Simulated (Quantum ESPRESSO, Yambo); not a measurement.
**Levels of theory for the gap of AgNO3**

AgNO$_{3}$ (space group R3c, No. 161): one geometry, one set of PBEsol (pw.x of Quantum ESPRESSO, ONCV potentials, scalar-relativistic) orbitals, self-energies from Yambo (2×2×2 Γ-centred k mesh, bands 9 to 199 and a 7 Ry block in the screening, 199 bands in G with the Bruneval-Gonze terminator, plasmon pole fitted at 27.2 eV).

The geometry is that of Materials Project entry mp-552185, symmetrised and not relaxed again.

| level | gap F → Γ (eV) | direct gap at Γ (eV) | rough Yambo cost |
|---|---|---|---|
| PBEsol (Quantum ESPRESSO) | 1.78 | 1.90 | – |
| exchange only (Hartree-Fock self-energy on PBEsol orbitals) | 12.00 | 12.17 | about 1/8 (8 states) |
| static COHSEX@PBEsol | 4.77 | 4.98 | within a factor of two (3 states) |
| G0W0@PBEsol, plasmon pole | 4.14 | 4.37 | 1 (8 states) |
| G0W0@PBEsol, multipole fit to 8 frequencies, no terminator | 4.02 | 4.22 | within a factor of two (3 states) |
| G0W0@PBEsol, plasmon pole, no terminator | 4.13 | 4.35 | about 1/8 (3 states, screening reused) |

Bare exchange has no screening and gives the widest gap; static COHSEX screens it but leaves out the frequency dependence, which G0W0 restores. The mesh misses a band edge: along a dense path the PBEsol gap is 1.72 eV against 1.78 eV on the mesh.

Costs are rough ratios of core time on shared machines.

Nearest settings tried, and what they do to the gap: 136 bands in W, 136 bands in G: +42 meV; 6 Ry block (219 vectors against 261): +15 meV. Not varied: mesh. So the settings aren't converged at that level. The k mesh is coarse.

Spin-orbit splittings are left out.

The structure is a Materials Project entry; no match was found in the copy of COD used, and its stability was not checked.
